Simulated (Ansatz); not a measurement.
CaSe (rock salt)

```yaml
crystal:
  lattice:
    - [0.00000, 2.96734, 2.96734]
    - [2.96734, 0.00000, 2.96734]
    - [2.96734, 2.96734, 0.00000]
  atoms:
    - { symbol: Ca, position: [0.00000, 0.00000, 0.00000] }
    - { symbol: Se, position: [0.50000, 0.50000, 0.50000] }
```

The slice is a {100} plane (indices of the conventional cell) through the point (0.000, 0.000, 0.000) (fractional), spanned by u = [100] and v = [0 1 -1] in vectors of this cell: u (4.20 Å) and v (4.20 Å, at 90° to u). It covers one period; positions are fractions (u, v).

The numbers are results of r2SCAN (plane waves to 500 eV, PAW, scalar-relativistic; Ansatz, a quantum-chemistry and plane-wave program), not measurements. k mesh 10×10×10. Inside the PAW spheres the values are not all-electron values, and peaks at nuclei hang on which shells count as valence. CaSe was relaxed with its symmetry unable to fall.

Question: What is the ELF at the density minimum of the shortest Ca–Se line in this plane (2.97 Å)?

Answer: 0.1.

Question: What is the valence density on the shortest Ca–Se line in this plane (2.97 Å), at its minimum between the atoms?

Answer: 0.16 e/Å³.

Question: Predict the map of the valence electron density on the slice.

Answer: 
```
|7766543210000000000012345667|
|6666543210000000000012345666|
|6665432110000000000011234566|
|5554432111111111111111234455|
|4443321111112222211111123344|
|3332211112222222222211112233|
|2221111122233333332221111122|
|1111111222333333333222111111|
|0000112223344444443322211000|
|0000112233445565544332211000|
|0000112334456777654433211000|
|0000122334567888765433221000|
|0000122334578999875433221000|
|0000122334678999876433221000|
|0000122334578999875433221000|
|0000122334567888765433221000|
|0000112334456777654433211000|
|0000112233445565544332211000|
|0000112223344444443322211000|
|1111111222333333333222111111|
|2221111122233333332221111122|
|3332211112222222222211112233|
|4443321111112222211111123344|
|5554432111111111111111234455|
|6665432110000000000011234566|
|6666543210000000000012345666|
|7766543210000000000012345667|
|7766543210000000000012345667|
```
Scale: ten equal steps from -1.29 (start of '0') to 1.66 (end of '9'), in the order '0123456789'. Values: log₁₀ of the valence density in e/Å³. The map has 28 points along u (one character each, u = 0 at the left) and 28 along v (v = 0 in the bottom row). The scale is logarithmic, as a density can span decades between atoms and voids.
